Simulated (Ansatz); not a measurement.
HfO2:
```cif
data_Hf4O8
_chemical_formula_sum 'Hf4 O8'
_space_group_name_H-M_alt 'Pnma'
_space_group_IT_number 62
_space_group_name_Hall '-P 2ac 2n'
_cell_length_a 5.54068
_cell_length_b 3.31669
_cell_length_c 6.46826
_cell_angle_alpha 90.000
_cell_angle_beta 90.000
_cell_angle_gamma 90.000
loop_
_atom_site_label
_atom_site_type_symbol
_atom_site_symmetry_multiplicity
_atom_site_Wyckoff_symbol
_atom_site_fract_x
_atom_site_fract_y
_atom_site_fract_z
_atom_site_occupancy
Hf1 Hf 4 c 0.25212 0.25000 0.39102 1
O1 O 4 c 0.02248 0.25000 0.65959 1
O2 O 4 c 0.13979 0.25000 0.07567 1
```

Relaxed with r²SCAN.

### Question
Give the optical modes at the zone centre with their infrared activity from DFPT, DFT-r²SCAN in the program Ansatz with PAW potentials.

### Answer
Transverse frequencies, without the LO–TO term; a row sums one degenerate level.

```tsv
ω (cm⁻¹)	degeneracy	IR ((D/Å)²/amu)	activity	symmetry
83	1	0.00	IR-inactive	Au
108	1	0.00	IR-inactive	B3g
118	1	0.00	IR-inactive	Ag
121	1	0.00	IR-inactive	B1g
124	1	7.15	IR	B1u
164	1	13.53	IR	B3u
176	1	0.00	IR-inactive	Ag
211	1	0.00	IR-inactive	B2g
255	1	0.00	IR-inactive	B2g
262	1	31.69	IR	B1u
264	1	76.90	IR	B2u
308	1	52.24	IR	B3u
317	1	0.00	IR-inactive	Au
361	1	0.00	IR-inactive	Ag
375	1	0.00	IR-inactive	B2g
381	1	19.62	IR	B3u
392	1	0.00	IR-inactive	B1g
409	1	41.01	IR	B1u
428	1	0.00	IR-inactive	B3g
456	1	0.00	IR-inactive	Ag
481	1	0.00	IR-inactive	Au
522	1	1.93	IR	B3u
548	1	7.80	IR	B2u
561	1	0.00	IR-inactive	B2g
570	1	0.00	IR-inactive	Ag
578	1	0.00	IR-inactive	B2g
610	1	7.43	IR	B1u
611	1	0.00	IR-inactive	B3g
612	1	0.00	IR-inactive	B1g
636	1	0.00	IR-inactive	Ag
654	1	1.35	IR	B1u
665	1	0.00	IR-inactive	B2g
706	1	0.04	IR	B3u
```

### Question
How high does the top mode go among those that the LO–TO term moves?

### Answer
632 cm⁻¹ for q along x, 643 cm⁻¹ for q along y, 702 cm⁻¹ for q along z.

The workflow started from a Materials Project entry (that database holds measured and hypothetical structures alike); the Crystallography Open Database copy checked does not list it. It is not the phase usual at ambient conditions (space group No. 14, 29). Symmetry was held in the r²SCAN relaxation; of distortions, only those at the zone centre were tested. No spin polarisation was allowed. Spin–orbit coupling is left out wherever it is not named.

Potentials: the later of the program's two PAW sets.
